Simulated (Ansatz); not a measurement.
Input file for Ansatz (a quantum-chemistry and plane-wave program):

Ansatz 0.2 input:
```yaml
crystal:
  lattice:
    - [0.0, 2.391947779, 2.391947779]
    - [2.391947779, 0.0, 2.391947779]
    - [2.391947779, 2.391947779, 0.0]
  atoms:
    - { symbol: As, position: [0.75, 0.75, 0.75] }
    - { symbol: B, position: [0.0, 0.0, 0.0] }
kpoints:
  mp_grid: { grid: [10, 10, 10] }
hamiltonian:
  xc: r2scan
  pseudopotentials: { kind: paw }
scf:
  occupations: { method: fixed }
checkpoint: { read: static.run }
output: { bader: true, populations: true }
```

Output (shortened):

```
Pseudopotentials: kind: paw
Pseudopotential: As, paw, valence charge 15
Pseudopotential: B, paw, valence charge 3
Functional definition: r2SCAN
Crystal: 2 atoms, lattice volume = 27.371 Å³
Basis set: ecut = 500 eV, 725 PW (Γ), exchange–correlation on 100×100×100 points (64 copies of the dense FFT grid, shifted against one another)
Bands: 13, of which v1, the nominal top of the filled ones, is band 9 counted from 1 (8 counted from 0)
Symmetry: 24 space group operations
Space group: F-43m (ITA 216), of the structure as read, at distance tolerance 3.0e-5 Å
k-points: 47 of 1000 (time reversal used)
PAW frozen core: As, regenerated for the run's functional
PAW frozen core: B, regenerated for the run's functional
Initial density: read from a saved state, or passed on in memory by an earlier SCF of this step, an earlier step, the calling program or the single point that …
Stability of the state it starts from, as read at its close in the unpolarized treatment …
Initial wavefunctions: pseudopotential atomic-orbital guess
Eigensolver: davidson
Functional: x = r2scan, c = r2scan; τ floored in thin density (d = 2e-4 eV/Å³)
iter 1 solved again at ethr=1.07e-8 eV; its pass at ethr=3.10e-3 eV (dr2=1.92e-6 eV) is discarded
SCF iter   1: F=—  HF=-5021.341700 eV  |F-HF|=—  |Δ(HF+E_count)|=         —  Δρ=1.61e-7  dr2=2.66e-12  dr2_τ=6.37e-13  ethr=1.07e-8  ⟨swp⟩=2.3  Hψ=4538  notcnv=0  defer=87
all-band conjugate gradients solve this SCF's bands
preconditioner: auto → none
SCF iter   2: F=-5021.341700 eV  HF=-5021.341700 eV  |F-HF|=1.82e-12  |Δ(HF+E_count)|=   1.42e-9  Δρ=1.35e-7  dr2=5.12e-12  dr2_τ=5.53e-13  ethr=1.00e-12  ⟨swp⟩=6.6  Hψ=2716  notcnv=0
SCF 1 converged in 2 iterations: F = -5021.341700 eV  dr2 = 5.12e-12
SCF converged after 2 iterations
Free energy (F): -5021.341700 eV
Harris-Foulkes:  -5021.341700 eV  (|F-HF|=1.82e-12)
Internal energy: -5021.341700 eV  (E = F + TS)
E sigma→0 (E₀):  -5021.341700 eV
Fermi energy:    10.968343 eV
--- Per-component energies (eV) ---
  E_band       = -223.691967
  E_kinetic    = 151.408121
  E_local      = -1698.131754  (includes V_loc(G=0)·N_el)
  E_nonlocal   = -657.627948
  E_hartree    = 942.533622
  E_xc         = -105.604207
  E_vxc        = -125.550093  (∫ρ·V_xc dr)
  E_paw        = -1929.156229  (= ΣΔE_a)
  E_vpaw       = 214.895078  (= ΣTr[D̂ρ^β])
  E_aug_tail   = -0.000007  (compensation charges beyond the density's cutoff)
  E_vtau       = 6.247414  (kinetic-family band-sum trace: ∫τ·v_τ [+ j·A + Jᵃ·Aᵃ] dr)
  E_ewald      = -1723.287447
  E_core_change = -1.475850  (= ΣΔE_core)
  E_smearing   =  0.000000  (= −TS)
  E_closure    =  0.000000  (closes the sum)
  Σ components = -5021.341700   (vs F -5021.341700, Δ=0.00e0)
  [band-id]    e_kinetic+e_local+e_nonlocal+2·e_hartree+e_vxc+e_vpaw+e_augmentation_tail+e_vtau = -223.691945   (vs E_band -223.691967, Δ=2.13e-5)
--- Band table (eV; the first three rows and the last of 47) ---
  k-point 0: bands = ["-25.6442", "-25.6442", "-25.6442", "-25.6157", "-25.6157", "-5.1550", "10.9683", "10.9683", "10.9683", "14.4052", "14.4052", "14.4052", "16.0298"]
  k-point 1: bands = ["-25.6439", "-25.6434", "-25.6434", "-25.6156", "-25.6156", "-4.9829", "9.4985", "10.6477", "10.6477", "14.6300", "14.8288", "14.8288", "16.9226"]
  k-point 2: bands = ["-25.6430", "-25.6413", "-25.6413", "-25.6153", "-25.6153", "-4.4753", "7.0203", "10.0381", "10.0381", "14.4408", "15.5950", "15.5950", "18.6798"]
  k-point 46: bands = ["-25.6426", "-25.6341", "-25.6268", "-25.6192", "-25.6118", "-0.5677", "2.3288", "5.3870", "5.6485", "15.8532", "16.2201", "19.2334", "19.4127"]
  band table: 13 of 13 bands, residual norms ≤ 1.0e-3 eV
--- Löwdin populations: 2 sites ---
  site symbol       q [e]
     0     As     14.3852
     1      B      3.5737
  spilling = 0.002282 (of n_electrons = 18.000000)
--- Bader charges: 2 sites ---
  site symbol  charge [e]  shift [e]
     0     As     -0.2084     0.0161
     1      B      0.2084     0.0161
  shift: an alarm, by how much a part of what the PAW files miss would move the charge. Where it is large, compare
  with a run on PAW files of another source; a small one proves nothing
  estimated error of the sums over rays = 4.9e-4 e
```

Cost: about 30 core-seconds (a rough figure) on shared cores.

The r²SCAN relaxation kept the symmetry of its start. Scalar-relativistic: spin–orbit coupling is off unless named, which matters more the heavier the elements.

Potentials: the later of the program's two PAW sets.

Ansatz is a plane-wave DFT program.
